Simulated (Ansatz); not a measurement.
N-14 nuclear quadrupole resonance in Si₃N₄

Cell: a COD entry (perhaps calculated rather than measured) whose atoms were relaxed with PBE, the cell held.

Space group P6_3/m (No. 176); a = 7.6044, c = 2.9063 Å, γ = 120.00°.

```csv
site,Wyckoff,site symmetry,x,y,z
Si,6h,m..,0.7680,0.1741,0.2500
N7,6h,m..,0.0300,0.3299,0.2500
N13,2d,-6..,0.6667,0.3333,0.2500
```

One atom of each set is listed.

Method: Kohn–Sham DFT in Ansatz, PBE, plane waves and PAW (field gradients read without the response of the frozen cores, which leaves them typically 4 to 6 % off), scalar-relativistic, 420 eV cutoff, Γ-centred 4×4×10 k-points, Fermi–Dirac smearing 0.02 eV.

N-14: I = 1, Q = 20.44 mb (year-2017 value). Static lattice, zero field.

Task: At which frequencies do the N-14 NQR lines lie?

Result: For I = 1 the lines are ν± = (3/4)|C_Q|(1 ± η/3) and ν₀ = |C_Q|η/2.

| site | atoms | V_zz (10²¹ V/m²) | C_Q (MHz) | η | line frequencies (MHz) |
| --- | --- | --- | --- | --- | --- |
| N7 | 6 | -5.14 | -2.54 | 0.07 | 0.0866, 1.86, 1.95 |
| N13 | 2 | -5.09 | -2.52 | 0.00 | 1.89 |

An axis of threefold or higher order runs through N13, so V_zz lies along it and η is zero. At N7 V_zz stands upright on the plane through its three neighbours (within 3°).

At this cell the PBE pressure is 6 GPa, so with PBE the cell would grow if it were relaxed.

The relaxation (2 steps) took 10 s of wall time (10 s of CPU time) and 0.51 GiB at its peak, on 1 thread of AMD EPYC 9R14 (Zen 4) (x86_64; 16 cores open to the job, memory cap 3.0 GiB, no GPU), a shared host with a load of 0.1 a core.
